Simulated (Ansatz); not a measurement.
**One relaxed cell of CaTi4Pd3O12 at several levels**

A database entry relaxed whole under r2SCAN at zero pressure (Im-3, No. 204):

```
Ca Ti Pd O
1.0
    -3.74809    3.74809    3.74809
     3.74809   -3.74809    3.74809
     3.74809    3.74809   -3.74809
Ca Ti Pd O
1 4 3 12
Direct
  0.00000 0.00000 0.00000
  0.50000 0.50000 0.50000
  0.00000 0.00000 0.50000
  0.50000 0.00000 0.00000
  0.00000 0.50000 0.00000
  0.00000 0.50000 0.50000
  0.50000 0.00000 0.50000
  0.50000 0.50000 0.00000
  0.17915 0.29455 0.47371
  0.82085 0.70545 0.52629
  0.82085 0.29455 0.11540
  0.17915 0.70545 0.88460
  0.47371 0.17915 0.29455
  0.52629 0.82085 0.70545
  0.11540 0.82085 0.29455
  0.88460 0.17915 0.70545
  0.29455 0.47371 0.17915
  0.70545 0.52629 0.82085
  0.29455 0.11540 0.82085
  0.70545 0.88460 0.17915
```

Its volume is 10.53 Å³ an atom, -0.1 % against the entry's 10.54, a measured cell (2013, 300 K).

Single points on this cell with plane-wave PAW DFT (Ansatz 0.2.0; r2SCAN 500 eV, hybrids 420 eV; fermi-dirac occupations of width 0.020 eV; no moments): r2SCAN on a 6×6×6 Γ-centred mesh; HSE06 on a 2×2×2 Γ-centred mesh; PBE0 on a 2×2×2 Γ-centred mesh.

Task: What does each level give for gap and charges?

Result: The runs give:

```
 level  gap (eV), or kind  pressure (GPa)  Bader charge of Ca (e)  Bader charge of Ti (e)  Bader charge of Pd (e)  Bader charge of O (e)
r2SCAN               0.78             0.0                   +1.61                   +2.36                   +0.97                  -1.16
 HSE06               2.13            -2.7                   +1.63                   +2.45                   +0.99                  -1.20
  PBE0               2.90            -2.8                   +1.63                   +2.46                   +0.99                  -1.20
```

Under r2SCAN the gap is 0.78 eV, over mesh and band path. HSE06 moves it by +1.35 eV and PBE0 by +2.12 eV; PBE0 keeps its exact exchange at long range, which widens the gap over HSE06's by 0.77 eV on their common mesh. The charge on Ti goes from +2.36 to +2.45 e under HSE06.

Caveats: the relaxation kept the start's symmetry; HSE06 is read on its mesh and at the zone's corners, PBE0 on its mesh alone; hybrid pressures are good to a few tenths of a GPa; pressure is positive in compression.
